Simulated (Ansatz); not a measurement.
ScF3:
```
CELL_PARAMETERS angstrom
      4.03341     0.00000     0.00000
      0.00000     4.03341     0.00000
      0.00000     0.00000     4.03341
ATOMIC_POSITIONS crystal
  Sc 0.00000 0.00000 0.00000
  F  0.00000 0.00000 0.50000
  F  0.50000 0.00000 0.00000
  F  0.00000 0.50000 0.00000
```

x, y and z are the axes in which the lattice vectors are written.

Give the high-frequency dielectric tensor and the Born effective charge tensors of the independent atoms from DFPT, r²SCAN in the plane-wave PAW code Ansatz.


ε∞:
```
2.12  0.00  0.00
0.00  2.12  0.00
0.00  0.00  2.12
```
Z* of atom 1 (Sc), rows: field, columns: displacement, in e:
```
3.90  0.00  0.00
0.00  3.90  0.00
0.00  0.00  3.90
```
Z* of atom 2 (F), rows: field, columns: displacement, in e:
```
-0.66   0.00   0.00
 0.00  -0.66   0.00
 0.00   0.00  -2.58
```

Static charges for comparison (Bader): Sc1 +2.29, F2 -0.76 e. Born charges measure polarisation by displacement and can exceed these by far.

Space group Pm-3m (ReO3 type). The first step of the workflow began from a Materials Project structure, measured or hypothetical; the Crystallography Open Database files this formula in space group No. 221, but the cells were not matched. Whether it is the stable phase at ambient conditions was not checked. The cell was relaxed with r²SCAN under the symmetry of its start; phonons on a q-mesh show weakly imaginary modes. The run is not spin-polarised.

Potentials: the earlier of the program's two PAW sets.
